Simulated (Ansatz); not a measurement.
Computed properties of Bi

Bi:
```
CELL_PARAMETERS angstrom
      6.43361     0.00000     0.00000
      0.00000     4.49501     0.00000
      0.00000     0.00000     4.49510
ATOMIC_POSITIONS crystal
  Bi 0.72487 0.25000 0.24987
  Bi 0.27513 0.75000 0.75013
  Bi 0.22487 0.25000 0.25013
  Bi 0.77513 0.75000 0.74987
```

Space group P4/nmm (No. 129); conventional cell a = b = 4.495 Å, c = 3.217 Å, α = β = γ = 90.00°.

Method: the program Ansatz at the LDA level (PAW). The cell and atoms are relaxed at this level. Other levels are named where they apply.

Cell and energy:

| Quantity | Value |
|---|---|
| Volume per atom | 32.50 Å³ |
| Density | 10.68 g/cm³ |

Electronic structure:

| Quantity | Value |
|---|---|
| Electronic character | metallic (no gap) |
| Density of states at the Fermi level | 0.23 states/eV per atom (mean over ±0.08 eV) |

Phonons:

| Property | Value |
|---|---|
| Highest zone-centre frequency | 74 cm⁻¹ |
| Zone-centre stability | unstable, softest mode 68i cm⁻¹ |

The first step of the workflow began from a Materials Project structure, measured or hypothetical; the Crystallography Open Database copy checked does not list it. It is not the phase usual at ambient conditions (space group No. 166). Symmetry was held in the LDA relaxation. As this level gives no gap, phonon frequencies hold no LO–TO term and depend on the k-mesh and smearing (Fermi–Dirac, 0.1 eV here). Point labels and valley counts follow the cell and symmetry of the run, lower than the named group. Axis ratios of metals converge slowly with the k-mesh, so a and c are less sure than the volume. Scalar-relativistic: spin–orbit coupling is off unless named, which matters more the heavier the elements.

Potentials: the later of the program's two PAW sets.
